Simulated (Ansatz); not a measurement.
Rb$_{2}$H$_{6}$Pt:
```
Rb2H6Pt
1.0
    0.00000     4.27728     4.27728
    4.27728     0.00000     4.27728
    4.27728     4.27728     0.00000
Rb H Pt
2 6 1
Direct
  0.75000   0.75000   0.75000
  0.25000   0.25000   0.25000
  0.80839   0.80839   0.19161
  0.19161   0.19161   0.80839
  0.19161   0.80839   0.80839
  0.80839   0.19161   0.19161
  0.80839   0.19161   0.80839
  0.19161   0.80839   0.19161
  0.00000   0.00000   0.00000
```

Relaxed with HSE06. Special points in fractions of this cell's reciprocal vectors: Γ (0.000, 0.000, 0.000); X (0.500, 0.000, 0.500); U (0.625, 0.250, 0.625); K (0.375, 0.375, 0.750); L (0.500, 0.500, 0.500); W (0.500, 0.250, 0.750).

Question: List the band energies nearest the valence-band maximum at these points for DFT-HSE06 in the program Ansatz with PAW potentials.

Answer: In eV from the valence-band maximum; about four levels below and three above (degenerate sets whole), none deeper than 8.9 eV; points with the same levels are listed once.

```json
[
 {"k": "Γ", "below": "-1.10 -1.10 -1.10 -0.29 -0.29 -0.29", "above": "6.00 6.90 6.90"},
 {"k": "X", "below": "-1.13 -1.13 -0.66 -0.01 -0.01", "above": "5.10 7.50 8.26"},
 {"k": "U", "below": "-1.13 -0.48 -0.20 0.00", "above": "5.41 7.29 7.78"},
 {"k": "L", "below": "-1.12 -1.12 -0.65 -0.05 -0.05", "above": "6.69 6.69 7.66"},
 {"k": "W", "below": "-1.13 -0.32 -0.32 -0.03", "above": "5.44 7.13 8.05 8.05"}
]
```

Space group Fm-3m. The first step of the workflow began from a Materials Project structure, measured or hypothetical; the Crystallography Open Database copy checked does not list it. Its standing as an ambient phase is unchecked. The cell was relaxed with HSE06 under the symmetry of its start; its stability against distortions is not shown here. No spin polarisation was allowed. The hybrid was solved on a coarse mesh, the path and, where they were found, the r²SCAN edge points; its band edges are the extreme levels among these. Spin–orbit coupling is left out wherever it is not named.

Potentials: the later of the program's two PAW sets.
